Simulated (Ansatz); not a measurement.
Relaxed-ion elastic tensor of LaOF in space group R-3m (No. 166; La on 6c, O on 6c, F on 6c) in GPa (Voigt order), DFT-LDA in the program Ansatz with PAW potentials; density 6.38 g/cm³, 15.09 Å³ per atom.

|  | 1 | 2 | 3 | 4 | 5 | 6 |
|---|---|---|---|---|---|---|
| 1 | 213 | 99.0 | 93.0 | 6.0 | 0.0 | 0.0 |
| 2 | 99.0 | 213 | 93.0 | -6.0 | 0.0 | 0.0 |
| 3 | 93.0 | 93.0 | 203 | 0.0 | 0.0 | 0.0 |
| 4 | 6.0 | -6.0 | 0.0 | 58.8 | 0.0 | 0.0 |
| 5 | 0.0 | 0.0 | 0.0 | 0.0 | 58.8 | 6.0 |
| 6 | 0.0 | 0.0 | 0.0 | 0.0 | 6.0 | 57.0 |

Problem. Is the crystal mechanically stable?

Solution. Yes: the smallest eigenvalue of C is 51.9 GPa.

Problem. Work out the Voigt, Reuss and Hill averages.

Solution. K_V = 133, K_R = 133, K_H = 133; G_V = 57.9, G_R = 57.4, G_H = 57.6 GPa.

Problem. Give Young's modulus, Poisson's ratio, Pugh's ratio and the universal anisotropy index.

Solution. E = 9KG/(3K + G) = 151 GPa; ν = 0.31; K/G = 2.31 (ductile by the Pugh limit of 1.75); A_U = 5G_V/G_R + K_V/K_R − 6 = 0.05.

Problem. Estimate the sound speeds and the Debye temperature.

Solution. v_l = √((K + 4G/3)/ρ) = 5740 m/s, v_t = √(G/ρ) = 3010 m/s, mean 3360 m/s; Θ = (h/k)(3n/4πV)^(1/3) v_m = 405 K.

Problem. Solve the Christoffel equation for the three sound speeds along x, y, z.

Solution. Eigenvalues of C_ijkl n_j n_l equal ρv². In km/s, slowest first: x 2.85, 3.17, 5.78; y 2.99, 3.03, 5.78; z 3.04, 3.04, 5.65.

Problem. How much does each axis shrink under pressure?

Solution. Linear compressibilities β_i = Σ_j S_ij (j = 1 to 3): x 2.4, y 2.4, z 2.7 per TPa.

The workflow started from a Materials Project entry (that database holds measured and hypothetical structures alike); the Crystallography Open Database files this formula in space group No. 166, but the cells were not matched. Whether it is the stable phase at ambient conditions was not checked. The cell was relaxed with LDA under the symmetry of its start; whether a distortion lowers the energy is not shown. Scalar-relativistic: spin–orbit coupling is off unless named, which matters more the heavier the elements.

Potentials: the later of the program's two PAW sets.
